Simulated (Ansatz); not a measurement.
Not every guess gives a structure. This one for BAs₅ was tried:

The guess for BAs₅ was made by a generator: random cell by space group and Wyckoff sites (Cmmm, No. 65). Its size is a rough estimate.

```cif
data_structure
_symmetry_space_group_name_H-M 'Cmmm'
_symmetry_Int_Tables_number 65
_cell_length_a 5.9357
_cell_length_b 6.7702
_cell_length_c 6.3489
_cell_angle_alpha 90.000
_cell_angle_beta 90.000
_cell_angle_gamma 90.000
_cell_volume 255.14
loop_
_atom_site_label
_atom_site_type_symbol
_atom_site_symmetry_multiplicity
_atom_site_Wyckoff_symbol
_atom_site_fract_x
_atom_site_fract_y
_atom_site_fract_z
_atom_site_occupancy
B1 B 2 a 0.00000 0.00000 0.00000 1
As1 As 4 k 0.00000 0.00000 0.28482 1
As2 As 4 j 0.50000 0.76702 0.50000 1
As3 As 2 b 0.50000 0.00000 0.00000 1
```

Level of theory: DFT PBE, scalar-relativistic, plane waves, PAW in Ansatz.

Input of the final relaxation:

```yaml
crystal:
  lattice:
    - [2.3329706815, -3.7935823769, 0.0]
    - [2.3329706815, 3.7935823769, 0.0]
    - [0.0, 0.0, 7.1750119658]
  atoms:
    - { symbol: B, position: [0.0, 0.0, 0.0] }
    - { symbol: As, position: [0.0, 0.0, 0.2715316578] }
    - { symbol: As, position: [0.0, 0.0, 0.7284683422] }
    - { symbol: As, position: [0.6769902217, 0.3230097783, 0.5] }
    - { symbol: As, position: [0.3230097783, 0.6769902217, 0.5] }
    - { symbol: As, position: [0.5, 0.5, 0.0] }
basis:
  ecutwfc: 420
kpoints:
  mp_grid: { grid: [10, 10, 6] }
hamiltonian:
  xc: pbe
scf:
  occupations: { method: gaussian, width: 0.1 }
output:
  forces: true
  stress: true
  eigenvalues: true
relax:
  adjacent_minimum: "off"
  f_tol: 0.01
  max_steps: 80
  cell: { stress_tol: 0.05 }
```

```bash
ansatz run input.yaml --threads 1 --pin off --max-ram 2560MiB --backend cpu --events-out ev --progress --plain --runs-dir out
```

Last lines of the log:

```
SCF iter   4: F=—  HF=-24432.246491 eV  |F-HF|=—  |Δ(HF+E_count)|=   1.09e-7  Δρ=3.88e-6  dr2=3.27e-8  ethr=3.89e-11  ⟨swp⟩=7.6  Hψ=32082  notcnv=0
SCF iter   5: F=-24432.246491 eV  HF=-24432.246491 eV  |F-HF|=2.32e-9  |Δ(HF+E_count)|=   2.11e-9  Δρ=1.12e-6  dr2=2.60e-9  ethr=3.89e-11  ⟨swp⟩=5.0  Hψ=25294  notcnv=0
SCF 22 converged in 5 iterations: F = -24432.246491 eV  dr2 = 2.60e-9
relax step  22: F+E_penalty+E_count = -24432.24649124 eV  Δ(F+E_penalty+E_count) = +2.322e-4 eV  max|allowed force component| = 6.190e-3 eV/Å  Δτ_max = 0.0008 Å  P = -0.110 GPa  Ω = 151.758 Å³  energy of the carried Pulay correction = -6.705e-3 eV  (5 SCF iters, dr2 threshold 3.03e-8 eV, rejected (l
Crystal: 6 atoms, lattice volume = 151.514 Å³
Basis set: ecut = 420 eV, 2935 PW (Γ), exchange–correlation on 72×72×100 points (8 copies of the dense FFT grid, shifted against one another)
SCF iter   1: F=—  HF=-24432.246740 eV  |F-HF|=—  |Δ(HF+E_count)|=         —  Δρ=1.37e-4  dr2=7.45e-5  ethr=9.42e-8  ⟨swp⟩=3.4  Hψ=30527  notcnv=0
SCF iter   2: F=—  HF=-24432.246742 eV  |F-HF|=—  |Δ(HF+E_count)|=   2.08e-6  Δρ=6.07e-5  dr2=1.41e-5  ethr=9.42e-8  ⟨swp⟩=2.0  Hψ=7459  notcnv=0
SCF iter   3: F=—  HF=-24432.246738 eV  |F-HF|=—  |Δ(HF+E_count)|=   4.58e-6  Δρ=9.19e-6  dr2=2.00e-7  ethr=1.80e-8  ⟨swp⟩=2.0  Hψ=8140  notcnv=0
SCF iter   4: F=—  HF=-24432.246738 eV  |F-HF|=—  |Δ(HF+E_count)|=   5.17e-7  Δρ=3.88e-6  dr2=2.07e-8  ethr=2.56e-10  ⟨swp⟩=2.0  Hψ=10697  notcnv=0
SCF iter   5: F=—  HF=-24432.246738 eV  |F-HF|=—  |Δ(HF+E_count)|=   3.38e-8  Δρ=1.54e-6  dr2=5.68e-9  ethr=2.66e-11  ⟨swp⟩=2.0  Hψ=10677  notcnv=0
SCF iter   6: F=—  HF=-24432.246738 eV  |F-HF|=—  |Δ(HF+E_count)|=   1.20e-9  Δρ=3.11e-7  dr2=1.68e-10  ethr=7.28e-12  ⟨swp⟩=2.0  Hψ=10678  notcnv=0
```

Question: How did the run end?

Answer: The run was cut off at its time limit. It had made 22 ionic steps, with the energy down by 0.036 eV/atom and the largest force component at 0.006 eV/Å. The volume went from 21.2 to 25.3 Å³/atom. No property of the compound can be read from it.

Time: 39 min on 1 thread of Intel(R) Xeon(R) Processor @ 2.50GHz (Skylake/Cascade Lake), with other jobs on the host, peak memory 0.81 GiB.
